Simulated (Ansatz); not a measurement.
These are results of Ansatz 0.2.0, DFT PBE, scalar-relativistic, plane waves, PAW, not measurements. All cells share a 420 eV cutoff and Γ-centred k meshes spaced at most about 0.3 Å⁻¹ (about 0.25 or finer for metals, 2π included). Collinear spin in cells that started with moments and kept them past the coarse steps, no spin elsewhere.

Temperature and zero-point effects are left out.

Two forms of AlGeIr3 were relaxed alike.

A. (no spin)

```
CELL_PARAMETERS angstrom
4.18374 0.00000 0.00000
-2.09187 3.62322 0.00000
0.00000 0.00000 5.35352
ATOMIC_POSITIONS crystal
Al 0.66667 0.33333 0.00000
Ge 0.33333 0.66667 0.50000
Ir 0.00000 0.00000 0.76441
Ir 0.00000 0.00000 0.23559
Ir 0.66667 0.33333 0.50000
```

B. (site moments under 0.1 μB)

```
CELL_PARAMETERS angstrom
5.14567 0.00000 0.00000
-2.57283 4.45628 0.00000
0.00000 0.00000 5.03343
ATOMIC_POSITIONS crystal
Al 0.00000 0.00000 0.00000
Ge 0.00000 0.00000 0.50000
Ir 0.50000 0.00000 0.50000
Ir 0.00000 0.50000 0.50000
Ir 0.50000 0.50000 0.50000
```

Question: Which is lower in energy, and by how much?

Answer: A is lower, by 1.14 eV/atom. A has space group P-6m2 (No. 187), 16.2 Å³/atom and no gap on its mesh; B has space group P6/mmm (No. 191), 23.1 Å³/atom and no gap. Counting Al or Ir atoms around Ge (for each partner element, those within 1.25 times its shortest distance or 1.15 times the sum of covalent radii, where it is the nearest in units of that sum or under 1.3; a plus sign parts groups by distance over the sum of covalent radii), A has Ge 3+6 and B has Ge 8. The denser one is the lower, and pressure would at first widen the difference. In A, Al is surrounded by 8 Ir at 2.68–2.72 Å; Ge has 3 Ir at 2.42 Å and 6 Ir at 2.80 Å; around Ir on a site of symmetry 3m lie 1 Ir at 2.52 Å, 3 Al at 2.72 Å, 3 Ge at 2.80 Å and 4 Ir at 2.80–2.83 Å; 1 more site not described. In B, around Al lie 2 Ge at 2.52 Å and 12 Ir at 3.60 Å; Ge is surrounded by 2 Al at 2.52 Å and 6 Ir at 2.57 Å; Ir has 2 Ge at 2.57 Å and 4 Ir at 2.57 Å. Both come from invented guesses.

These runs have no spin–orbit coupling, which can matter for Ir. Cells relaxed within their symmetry can be saddle points.
